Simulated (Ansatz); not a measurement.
HfN (rock salt)

Space group Fm-3m (No. 225); a = 4.526 Å, b = 4.526 Å, c = 4.526 Å, α = 90.00°, β = 90.00°, γ = 90.00°

```
atom  site  symmetry       x       y       z
----  ----  --------  ------  ------  ------
N       4a      m-3m  0.0000  0.0000  0.0000
Hf      4b      m-3m  0.5000  0.5000  0.5000
```
(The calculation used a cell of 2 atoms; values per cell refer to that cell.)

Equation-of-state scan: isotropic scaling of the cell above, V₀ being its volume. Symmetry pins the atoms to their sites.

Method: r2SCAN (plane waves to 500 eV, PAW, scalar-relativistic; Ansatz, a program for electronic structure). k mesh 18×18×18 (Γ-centred), Fermi-Dirac smearing 0.05 eV. Compression counts positive. HfN is run without spin polarisation. HfN was relaxed with its symmetry unable to fall. Spin-orbit coupling is left out, though Hf is heavy. The PAW data are Ansatz's earlier set. 

```csv
a (Å),P (GPa)
4.3697,___
4.4019,28.0
4.4335,19.9
4.4648,___
4.4956,___
4.5259,0.0
4.5559,___
4.5855,-10.2
4.6147,-14.5
4.6435,-18.4
4.6720,-22.0
```

Question: Fill in the missing entries.

Answer: 
- 4.3697, P (GPa): 37.1
- 4.4648, P (GPa): 12.5
- 4.4956, P (GPa): 5.9
- 4.5559, P (GPa): -5.4

(Under strain, the slope of the energy per volume gives the stress and its curvature an elastic modulus.)
